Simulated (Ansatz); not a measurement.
The relaxed structure here is a generated cell of K: the first start was made by placing the elements on the sites of a structure type, and the end was not matched to a known phase here, so it may be hypothetical. Known forms of K include space group No. 229.

The end point of a relaxation of K. All values below come from r2SCAN (plane waves to 500 eV, PAW, scalar-relativistic; Ansatz, a first-principles code).

```cif
data_K3
_chemical_formula_sum 'K3'
_space_group_name_H-M_alt 'P 1'
_space_group_IT_number 1
_cell_length_a 7.63946
_cell_length_b 7.63946
_cell_length_c 4.56551
_cell_angle_alpha 90.000
_cell_angle_beta 90.000
_cell_angle_gamma 120.000
loop_
_space_group_symop_operation_xyz
  'x, y, z'
loop_
_atom_site_label
_atom_site_type_symbol
_atom_site_fract_x
_atom_site_fract_y
_atom_site_fract_z
_atom_site_occupancy
K1 K 0.00000 0.00000 0.00000 1
K2 K 0.33333 0.66667 0.50000 1
K3 K 0.66667 0.33333 0.50000 1
```

### Question
Determine the symmetry and give the standard cell with its independent sites.

### Answer
Space group P6/mmm (No. 191); a = b = 7.6395 Å, c = 4.5655 Å, α = β = 90.00°, γ = 120.00°

```
atom  site  symmetry       x       y       z
----  ----  --------  ------  ------  ------
K       1a     6/mmm  0.0000  0.0000  0.0000
K       2d      -6m2  0.3333  0.6667  0.5000
```

### Question
Give the shortest distances between elements (the closest pairs, up to four, under 3.6 Å).

### Answer
.

The volume per atom is 76.92 Å³ and the band gap comes out as zero (metallic).

No spin polarisation in the result.

The run could not lower the symmetry of its start; a shaken copy of this end point relaxes with r2SCAN to C2/m (No. 12) at a tolerance of 0.01 Å, Immm (No. 71) at 0.1 Å, 0.01 eV/atom lower.
